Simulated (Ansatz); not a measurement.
CdTe:
```
CELL_PARAMETERS angstrom
      4.52448     0.00000     0.00000
     -2.26224     3.91832     0.00000
      0.00000     0.00000     7.42617
ATOMIC_POSITIONS crystal
  Cd 0.33333 0.66667 0.00042
  Cd 0.66667 0.33333 0.50042
  Te 0.33333 0.66667 0.37458
  Te 0.66667 0.33333 0.87458
```

Relaxed with LDA. Special points in fractions of this cell's reciprocal vectors: Γ (0.000, 0.000, 0.000); M (0.500, 0.000, 0.000); K (0.333, 0.333, 0.000); A (0.000, 0.000, 0.500); L (0.500, 0.000, 0.500); H (0.333, 0.333, 0.500).

List the band energies nearest the valence-band maximum at these points for the program Ansatz at the LDA level (PAW).

In eV from the valence-band maximum; about four levels below and three above (degenerate sets whole), none deeper than 8.9 eV; points with the same levels are listed once.

```csv
k,below,above
Γ,-0.86 -0.86 -0.09 0.00 0.00,0.65 1.50 4.44 4.44
M,-2.91 -2.00 -1.56 -0.85,2.29 2.59 3.96
K,-3.26 -2.11 -2.11 -1.91,3.11 4.19 4.19
A,-0.46 -0.46 -0.46 -0.46,1.92 1.92 4.92 4.92 4.92 4.92
L,-1.55 -1.55 -1.49 -1.49,2.11 2.11 3.68 3.68
H,-2.68 -2.68 -1.27 -1.27,2.80 2.80 4.87 4.87
```

Space group P6_3mc (wurtzite). The workflow started from a Materials Project entry (that database holds measured and hypothetical structures alike); the Crystallography Open Database copy checked does not list it. It is not the phase usual at ambient conditions (space group No. 216). The LDA relaxation kept the symmetry of its start; its stability against distortions is not shown here. Spin–orbit coupling is left out wherever it is not named.

Potentials: the later of the program's two PAW sets.
